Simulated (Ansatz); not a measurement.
Candidates compared on computed values. An acoustic mirror alternates quarter-wave layers of high and low impedance; the larger the ratio, the fewer layers.

bcc W serves as the reference. Each row is paired with the reference. Frequency 6 GHz, 2 pairs, polycrystalline averages.

Where the numbers come from (Ansatz, a plane-wave PAW program): density: r²SCAN, relaxed cell; longitudinal speed: r²SCAN, elastic tensor, Hill average.

Runs started from generated or typed cells of the structure named: BAs; bcc W; BN; InP. Over 15 meV/atom above the lowest phase of their formula at hand: BN (79 meV/atom, r²SCAN). Spin–orbit coupling is left out unless named.

```csv
crystal,density (g/cm³),v_l (km/s)
BAs (zinc blende),5.20,7.89
"bcc W, reference",19.20,5.28
BN (wurtzite),3.49,16.33
InP (zinc blende),4.70,4.93
```

Working rules: Z = ρ v_l; layer = v_l/4f; ratio = larger Z over smaller Z; isolation ≈ 20 × 2 × log₁₀(ratio), up to a constant set by the substrate.

Work out impedance, quarter wave, impedance ratio and isolation for InP.


Z = 4.70 × 4.93 = 23.17 MRayl; quarter wave: 4.93 km/s/(4 × 6 GHz) = 205 nm; impedance ratio: larger of 23.17/101.38 and its inverse = 4.375; isolation: 20 × 2 × log₁₀(4.375) = 26 dB.

Which order results for impedance ratio (highest first)?

The same steps for every row:

| crystal | impedance (MRayl) | quarter wave (nm) | impedance ratio | isolation (dB) |
|---|---|---|---|---|
| BAs (zinc blende) | 41.03 | 329 | 2.471 | 16 |
| bcc W, reference | 101.38 | 220 | 1.000 | 0 |
| BN (wurtzite) | 56.99 | 680 | 1.779 | 10 |
| InP (zinc blende) | 23.17 | 205 | 4.375 | 26 |

In order of impedance ratio, highest first: InP (4.375 ± 0.14), BAs (2.471 ± 0.078), BN (1.779 ± 0.056). The ± follows from allowances picked for this note (density 1 %, longitudinal speed 3 %), carried to first order and added in quadrature, each row's own inputs moving alone; ≈ joins neighbours closer than their two ± added in quadrature.

Sputtered films are textured or amorphous and softer than these crystals; shear waves need a mirror of their own. Where several phases of a formula are at hand, those over 0.1 eV/atom above the lowest were not drawn (by r²SCAN where it compared them, else by the largest value; a layered or molecular lowest phase counts only with a dispersion term); other phases could lie lower still. Rows are a sample by related chemistry or structure, familiar materials first, kept where one row at least reaches a ratio of 2.5. Limits of the draw: impedance over 8 MRayl; for moduli and speeds, an anisotropy index under 2.5, no layered crystals; no unfamiliar magnets, and cubic perovskites only if shown or known to be stable. As a rule kept out of such tables: 4f compounds, open-shell compounds run without a Hubbard term, cells found unstable in the tests at hand, cells close to a higher symmetry, and runs set to a pressure or over 12 % in volume from the crystal's fullest run.
